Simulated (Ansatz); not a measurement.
Relaxed Mo (bcc, W type):

```
CELL_PARAMETERS angstrom
     -3.15061     3.15061     3.15061
      1.57530    -1.57530     1.57530
      1.57530     1.57530    -1.57530
ATOMIC_POSITIONS crystal
  Mo 0.00000 0.00000 0.00000
  Mo 0.50000 0.00000 0.00000
```

A phonon eigenvector at N = (0.5, 0.0, 0.0) is frozen into this cell: atom i moves by Q times the vector below, so Q is the largest atomic displacement, in Å. The cell is held. (q is in reciprocal vectors of the primitive cell; the cell shown is doubled to hold the pattern.)

| atom | x | y | z |
|---|---|---|---|
| Mo1 | 1.000 | 0.000 | 0.000 |
| Mo2 | -1.000 | 0.000 | 0.000 |

Method: r2SCAN (plane waves to 500 eV, PAW, scalar-relativistic; Ansatz, an electronic-structure program). k mesh 21×21×21 (Γ-centred), Fermi-Dirac smearing 0.05 eV. E stands for the smeared free energy. With partly filled bands, energies and forces of such displacements shift with the k mesh and the smearing. Mo is run without spin polarisation. Mo was relaxed with its symmetry unable to fall. ΔE is measured from the undisplaced structure.

```csv
Q (Å),ΔE (meV/cell)
-0.180,295
-0.120,119
-0.060,26
0.000,0
0.060,26
0.120,119
0.180,295
```

Task: Which DFPT wavenumber at N = (0.5, 0.0, 0.0) belongs to this mode?
A) 125 cm⁻¹
B) 268 cm⁻¹
C) 206 cm⁻¹

Result: A, 125 cm⁻¹. The curvature of the scan gives 139 cm⁻¹

(A displaced cell: forces are minus the slopes of the energy, force constants its curvatures, and phonons follow from these.)
